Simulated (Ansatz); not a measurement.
**Question.** Each is relaxed and computed with DFT-r²SCAN in the program Ansatz with PAW potentials. Which is the only metal?
A. MgAlF5, Immm (Pearson symbol oI14)
B. AlN, P4/mmm (Al on 1c, N on 1a)
C. Ti2AlC, P6_3/mmc (Ti on 4f, Al on 2d, C on 2a)
D. AlH3, R-3c (Al on 6b, H on 18e)

**Answer.** C, Ti2AlC, P6_3/mmc (Ti on 4f, Al on 2d, C on 2a). Ti2AlC: metal; AlN: gap 0.85 eV (indirect); MgAlF5: gap 7.92 eV (direct); AlH3: gap 3.01 eV (indirect). Constructed cells (a structure type filled with these elements, in neither database checked): AlN, P4/mmm (Al on 1c, N on 1a). Not the usual ambient phase: AlN, P4/mmm (Al on 1c, N on 1a). Standing as an ambient phase not checked: Ti2AlC, P6_3/mmc (Ti on 4f, Al on 2d, C on 2a); MgAlF5, Immm (Pearson symbol oI14); AlH3, R-3c (Al on 6b, H on 18e). Weakly bound layers, chains or molecules computed without a dispersion correction, so cells and soft constants are ill determined: AlN, P4/mmm (Al on 1c, N on 1a). Unstable at this level: AlN, P4/mmm (Al on 1c, N on 1a). All cells were relaxed under the symmetry of their starts (and spin orders); stability against distortions was not tested throughout. Rows with no word on spin ran without spin polarisation.

Potentials: the later of the program's two PAW sets.
